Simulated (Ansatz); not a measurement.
CrI₃ (ReO3 type, Pm-3m) under volume change, PBE in the plane-wave PAW code Ansatz, scaled uniformly.

```
V (Å³/atom)  E − E(relaxed) (meV/atom)  P (GPa)
-----------  -------------------------  -------
38.845                            31.2     2.87
40.126                            13.0     1.73
41.407                             ___      ___
42.687                             0.0     0.00
43.968                             ___      ___
45.249                            10.3    -1.21
46.529                            21.8    -1.66
```

### Question
What belongs in the gaps?

### Answer

- 43.968, E − E(relaxed) (meV/atom): 2.7
- 43.968, P (GPa): -0.66
- 41.407, E − E(relaxed) (meV/atom): 3.0
- 41.407, P (GPa): 0.79

### Question
What does a third-order Birch–Murnaghan fit give for V₀, B₀ and B′?

### Answer
V₀ = 42.68 Å³/atom, B₀ = 23.9 GPa, B′ = 5.1.

The cell is a constructed one: a structure type filled with these elements; neither database checked (COD, Materials Project) lists it. It is not the phase usual at ambient conditions (space group No. 148). The PBE relaxation kept the symmetry of its start; its stability against distortions is not shown here. Spin order of the final state: ferromagnetic, chosen from 4 collinear starts compared on coarse meshes (ties went to the first, and starts can fall back to one state), not a proven ground state. No Hubbard U is applied. Spin–orbit coupling is left out wherever it is not named.

Potentials: the later of the program's two PAW sets.
